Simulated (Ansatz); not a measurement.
Ga$_{2}$O$_{3}$:
```cif
data_Ga4O6
_chemical_formula_sum 'Ga4 O6'
_space_group_name_H-M_alt 'P 1'
_space_group_IT_number 1
_cell_length_a 4.82362
_cell_length_b 4.82362
_cell_length_c 7.19665
_cell_angle_alpha 90.000
_cell_angle_beta 90.000
_cell_angle_gamma 146.586
loop_
_space_group_symop_operation_xyz
  'x, y, z'
loop_
_atom_site_label
_atom_site_type_symbol
_atom_site_fract_x
_atom_site_fract_y
_atom_site_fract_z
_atom_site_occupancy
Ga1 Ga 0.24699 0.75301 0.25000 1
Ga2 Ga 0.75301 0.24699 0.75000 1
Ga3 Ga 0.00000 0.00000 0.50000 1
Ga4 Ga 0.00000 0.00000 0.00000 1
O1 O 0.36324 0.63676 0.92392 1
O2 O 0.63676 0.36324 0.07608 1
O3 O 0.63676 0.36324 0.42392 1
O4 O 0.36324 0.63676 0.57608 1
O5 O 0.10676 0.89324 0.75000 1
O6 O 0.89324 0.10676 0.25000 1
```

Relaxed with r²SCAN.

**Question.** Tabulate the valence density and the electron localisation function along the shortest Ga–Ga contact (2.77 Å), the program Ansatz at the r²SCAN level (PAW).

**Answer.** 

```
distance from Ga (Å)  density (e/Å³)   ELF
--------------------  --------------  ----
0.28                           22.66  0.01
0.42                            8.51  0.02
0.55                            2.71  0.07
0.69                            1.01  0.14
0.83                            0.52  0.16
0.97                            0.33  0.13
1.11                            0.24  0.11
1.25                            0.21  0.10
1.39                            0.20  0.10
1.53                            0.21  0.10
1.66                            0.24  0.11
1.80                            0.33  0.13
1.94                            0.52  0.16
2.08                            1.01  0.14
2.22                            2.71  0.07
2.36                            8.51  0.02
2.50                           22.66  0.01
```

The density is the valence pseudo-density with augmentation charge, so density and ELF within about 1 Å of a nucleus are not all-electron values.

Space group Cmcm. The workflow started from a Materials Project entry (that database holds measured and hypothetical structures alike); the Crystallography Open Database copy checked does not list it. It is not the phase usual at ambient conditions (space group No. 12, 167). The cell was relaxed with r²SCAN under the symmetry of its start. At this level the phase is dynamically unstable (imaginary phonons).

Potentials: the later of the program's two PAW sets.
